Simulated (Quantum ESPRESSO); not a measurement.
BaTiO₃ is modelled in the orthorhombic space group Amm2 (No. 38), Pearson symbol oS10. Cell: a = 3.983 Å, b = 5.725 Å, c = 5.751 Å, α = 90.00°, β = 90.00°, γ = 90.00°. O1 on 4e is surrounded by 1 Ti at 1.869 Å and 1 Ti at 2.195 Å and 4 Ba at 2.810–2.880 Å (octahedral). O2 on 2a has 2 Ti at 1.999 Å and 4 Ba at 2.788–2.963 Å (octahedral). Ti on 2b is surrounded by 2 O at 1.869 Å and 2 O at 1.999 Å and 2 O at 2.195 Å (octahedral). Ba on 2a has 12 O at 2.788–2.963 Å (cuboctahedral). (Neighbours: up to the widest gap in distance over summed covalent radii, below 1.35, at either atom; cation-cation contacts left out.)
(The calculation used a cell of 5 atoms; values per cell refer to that cell.)

The geometry is that of Materials Project entry mp-5777, symmetrised and not relaxed again.

What does LDA (Quantum ESPRESSO, PseudoDojo norm-conserving, 84 Ry, scalar-relativistic) give for the electronic structure near the Fermi level?

The LDA gap is indirect, 2.13 eV, from T to Γ; the smallest direct gap is 2.52 eV. 

This is not the ordinary phase of the substance.

Letters of k points follow the standard setting of the lattice, whose axes may be ordered differently from the printed cell.
